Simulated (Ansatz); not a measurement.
BaTiO₃: what each run costs

Cell: 5 atoms, space group P4mm, a = 4.000 Å, b = 4.000 Å, c = 4.018 Å, α = 90.00°, β = 90.00°, γ = 90.00°.

All runs are DFT with Ansatz 0.2.0 on 1 thread of Arm Neoverse V1 (aarch64; 8 cores open to the job, memory cap 3.0 GiB, no GPU), a shared host.

Task: Rank the runs by wall time, shortest first.
A. single point at relaxed positions, r2SCAN, 500 eV, 6×6×6 k-points, smearing 0.02 eV
B. single point, PBE, 420 eV, 6×6×6 k-points, smearing 0.02 eV
C. relaxation of the ions, PBE, 420 eV, 6×6×6 k-points, smearing 0.02 eV

Result: B (15 s, 0.46 GiB), A (29 s, 0.5 GiB), C (48 s, 0.47 GiB).
